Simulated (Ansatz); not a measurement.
All numbers below come from Ansatz 0.2.0, DFT PBE, scalar-relativistic, plane waves, PAW. All cells share a 420 eV cutoff and Γ-centred k meshes spaced about 0.3 Å⁻¹ or finer (0.25 for metals, 2π included). No spin polarisation.

A search over trial structures of In3GaSb2N2 gave this relaxed cell.

```yaml
crystal:
  lattice:
    - [3.33690, 0.00000, 0.00000]
    - [-1.66845, 2.88984, 0.00000]
    - [0.00000, 0.00000, 17.92295]
  atoms:
    - { symbol: In, position: [0.66667, 0.33333, 0.52418] }
    - { symbol: In, position: [0.33333, 0.66667, 0.18034] }
    - { symbol: In, position: [0.33333, 0.66667, 0.86338] }
    - { symbol: Ga, position: [0.00000, 0.00000, 0.02239] }
    - { symbol: Sb, position: [0.66667, 0.33333, 0.69679] }
    - { symbol: Sb, position: [0.33333, 0.66667, 0.34260] }
    - { symbol: N, position: [0.00000, 0.00000, 0.13108] }
    - { symbol: N, position: [0.33333, 0.66667, 0.98924] }
```

Wave vectors count in units of this cell's reciprocal vectors.

Task: Does it survive phonon and random-displacement tests?

Result: No. The phonons on a 3×3×1 q mesh of the computed 8-atom cell go imaginary, to 79i cm⁻¹ at q = (0.33, 0.33, 0.00). (Phonon run: 12×12×2 k mesh, Gaussian smearing of 0.10 eV.) With atoms moved at random and symmetry off, it falls by 27 meV/atom into P3m1 (No. 156). Conventional cell: a = 3.323 Å, c = 18.059 Å. In on its first site has 2 Sb at 3.09–3.24 Å and 6 In at 3.32 Å; around Ga lie 4 N at 1.96–2.01 Å; Sb on its first site has 2 In at 3.09–3.15 Å and 6 Sb at 3.32 Å; N on its first site has 1 Ga at 1.96 Å and 3 In at 2.11 Å; 4 more sites not described.

```
In Ga Sb N
1.0
     3.32280    0.00000    0.00000
    -1.66140    2.87763    0.00000
     0.00000    0.00000   18.05889
In Ga Sb N
3 1 2 2
Direct
  0.00000 0.00000 0.47881
  0.00000 0.00000 0.81888
  0.00000 0.00000 0.13342
  0.66667 0.33333 0.97621
  0.00000 0.00000 0.30787
  0.00000 0.00000 0.65807
  0.66667 0.33333 0.86792
  0.00000 0.00000 0.00884
```

No dispersion correction is applied, so the spacing and binding between layers, chains or molecules are poorly described. These runs have no spin–orbit coupling, which can matter for Sb. Phonons of metals hang on the k mesh and the smearing.
